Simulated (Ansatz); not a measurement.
Ta2InC:
```
Ta2InC
1.0
    3.15175     0.00000     0.00000
   -1.57587     2.72949     0.00000
    0.00000     0.00000    14.43742
Ta In C
4 2 2
Direct
  0.66667   0.33333   0.58312
  0.33333   0.66667   0.41688
  0.33333   0.66667   0.08312
  0.66667   0.33333   0.91688
  0.66667   0.33333   0.25000
  0.33333   0.66667   0.75000
  0.00000   0.00000   0.50000
  0.00000   0.00000   0.00000
```

Relaxed with r²SCAN.

**Question.** Map the valence electron density (e/Å³), cut off at 2 on the plane through (0.667, 0.333, 0.583) spanned by u = [0, 0, 1] and v = [1, -1, 0] in lattice vectors, from the program Ansatz at the r²SCAN level (PAW).

**Answer.** x is the fraction of u, y of v (the angle between them is 90°; rows are the nearest grid lines); atoms in the plane: Ta at (0.00, 0.00), Ta at (0.83, 0.67), Ta at (0.50, 0.67), Ta at (0.33, 0.00), In at (0.67, 0.00), In at (0.17, 0.67), C at (0.92, 0.33), C at (0.42, 0.33).
```
|9991000000069999300000029999410000001999|
|9991000000059999200000029999410000001999|
|9971000000039999200000018999300000001799|
|7510011110013762101110002452100121100157|
|2100024521001211001551001111001376210112|
|0000149971000000013993000000001999610000|
|0000189993000000017997100000003999920000|
|0000299994100000019999100000005999920000|
|0000299994100000019999100000006999930000|
|0000189993000000017997100000003999920000|
|0000149971000000114993000000001999611000|
|0000014521000001122551000000000376321100|
|0000001110000011332210000000000122233210|
|0000000000000012553200000000000011355310|
|0000000000000014775200000000000001477520|
|1000000000000025887200000000000002588721|
|1000000000000015886200000000000001588621|
|1000000000000014775200000000000001477521|
|1000000000000113553100000000000001255321|
|2100000000001222332100000111000001133222|
|7510000000003763211000001452100000112257|
|9971000000039999200000018999300000001799|
|9991000000059999200000029999410000001999|
|9991000000069999300000029999410000001999|
```
Scale: ten equal steps from 0.107 (start of '0') to 2.00 (end of '9'), in the order '0123456789'; x runs from 0.000 to 1.00, y from 0.000 (bottom) to 1.00 (top).

The density is the valence pseudo-density with augmentation charge, so density and ELF within about 1 Å of a nucleus are not all-electron values.

Space group P6_3/mmc. The first step of the workflow began from a Materials Project structure, measured or hypothetical; the Crystallography Open Database copy checked does not list it. Whether it is the stable phase at ambient conditions was not checked. The r²SCAN relaxation kept the symmetry of its start; whether a distortion lowers the energy is not shown. No spin polarisation was allowed. Spin–orbit coupling is left out wherever it is not named.

Potentials: the later of the program's two PAW sets.
